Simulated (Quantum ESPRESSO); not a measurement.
Kohn-Sham bands of GeO$_{2}$ (rutile)

```
CELL_PARAMETERS angstrom
      4.41242     0.00000     0.00000
      0.00000     4.41242     0.00000
      0.00000     0.00000     2.87651
ATOMIC_POSITIONS crystal
  Ge 0.50000 0.50000 0.50000
  Ge 0.00000 0.00000 0.00000
  O  0.69423 0.69423 0.00000
  O  0.30577 0.30577 0.00000
  O  0.80577 0.19423 0.50000
  O  0.19423 0.80577 0.50000
```

Structure: Materials Project mp-470, symmetrised, not relaxed again. COD (Crystallography Open Database) has the formula in 3 space groups, this one among them (matched by group alone). Method: PBEsol plane waves in Quantum ESPRESSO 7.5 (PseudoDojo norm-conserving files, 68 Ry, spinors with spin-orbit coupling), Bloch states on a 4×4×6 mesh through Γ, Wannier90 4.0.1. Density: 8×8×10 mesh, Gaussian smearing 0.01 Ry.

Energies are relative to the valence-band maximum; weights are on the orthonormalised atomic waves of the pseudopotential files, averaged over the group. 52 electrons a cell are treated as valence.

Into which isolated groups do the bands fall, where do they lie and what are they made of?


| bands | from (eV) | to (eV) | filling | weight on atomic waves |
|---|---|---|---|---|
| 1–8 | -24.83 | -24.59 | filled | Ge 3d 98 % |
| 9–20 | -24.18 | -23.97 | filled | Ge 3d 99 % |
| 21–28 | -21.03 | -16.84 | filled | O 2s 72 %, Ge 4p 17 %, Ge 4s 6 % |
| 29–52 | -10.41 | 0.00 | filled | O 2p 83 %, Ge 4p 8 %, Ge 4s 5 % |

The Kohn-Sham gap over both meshes and the path is 1.68 eV.
